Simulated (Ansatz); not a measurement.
# Sr₃CdO₄: where the heat goes in a short trajectory

The calculation used DFT PBEsol, scalar-relativistic, plane waves, PAW in Ansatz 0.2.0. Cutoff 420 eV, shifted (0.5, 0.5, 0.5 steps) 2×2×2 k-points, Fermi–Dirac smearing of 0.039 eV. The mesh is coarse. No spin polarisation.

16 atoms start on the lattice sites below (V = 262.1 Å³, 1.01 times the source cell's; static pressure -3.22 GPa, largest force component 0.00 eV/Å) with velocities drawn for 450 K; constant energy, fixed cell, 72 steps of 1 fs.

```
CELL_PARAMETERS angstrom
-5.07920 5.07920 0.00000
0.00000 5.07920 -5.07920
-5.07920 0.00000 -5.07920
ATOMIC_POSITIONS crystal
Sr 0.50000 0.50000 0.00000
Sr 0.00000 0.00000 0.50000
Sr 0.50000 0.00000 0.00000
Sr 0.00000 0.50000 0.50000
Sr 0.00000 0.50000 0.00000
Sr 0.50000 0.00000 0.50000
Cd 0.50000 0.50000 0.50000
Cd 0.00000 0.00000 0.00000
O 0.75000 0.75000 0.75000
O 0.25000 0.25000 0.25000
O 0.25000 0.75000 0.25000
O 0.75000 0.25000 0.75000
O 0.75000 0.75000 0.25000
O 0.25000 0.25000 0.75000
O 0.75000 0.25000 0.25000
O 0.25000 0.75000 0.75000
```

```
t (fs) T (K) kinetic energy (meV/atom) potential energy over the first frame (meV/atom) P with the kinetic part (GPa)
   0.0    450                       54.5                                               0.0                          -2.84
   5.0    421                       51.0                                               3.5                          -2.78
  10.0    347                       42.0                                              12.5                          -2.62
  15.0    257                       31.1                                              23.4                          -2.41
  20.0    185                       22.4                                              32.1                          -2.23
  25.0    153                       18.5                                              36.0                          -2.11
  30.0    162                       19.7                                              34.9                          -2.08
  35.0    197                       23.9                                              30.7                          -2.11
  40.0    238                       28.8                                              25.7                          -2.17
  45.0    271                       32.9                                              21.7                          -2.20
  50.0    295                       35.7                                              18.8                          -2.19
  55.0    314                       38.1                                              16.4                          -2.10
  60.0    335                       40.5                                              14.0                          -1.94
  65.0    355                       43.1                                              11.5                          -1.70
  70.0    370                       44.9                                               9.7                          -1.38
```

T counts 3N − 3 degrees of freedom. Means over every step of the second half, not only the rows shown: T = 306 K, kinetic energy 37.0 meV/atom, potential energy 17.5 meV/atom, P = -1.96 GPa.

Q: Does the potential energy follow equipartition for harmonic vibrations?

A: In a harmonic crystal each vibration holds as much potential as kinetic energy on average, here 37.0 meV/atom. The run has 17.5, a ratio of 0.47. The deficit can mean that slow modes haven't yet taken up their share, or that the atoms found a lower arrangement than the start. At constant energy a start from the lattice sites hands about half of the kinetic energy to the potential, so T should settle near 225 K. So short a run gives a rough mean.

Q: Split the rise of pressure into the kinetic part and the rest. Can a thermal Grüneisen parameter be estimated?

A: The program counts the kinetic part as N k_B T/V = 0.26 GPa. The pressure lies 1.26 GPa over the static one in all, so the forces add 1.00 GPa. The potential energy lies far under its harmonic share, so slow or unstable modes may dominate and no γ is drawn.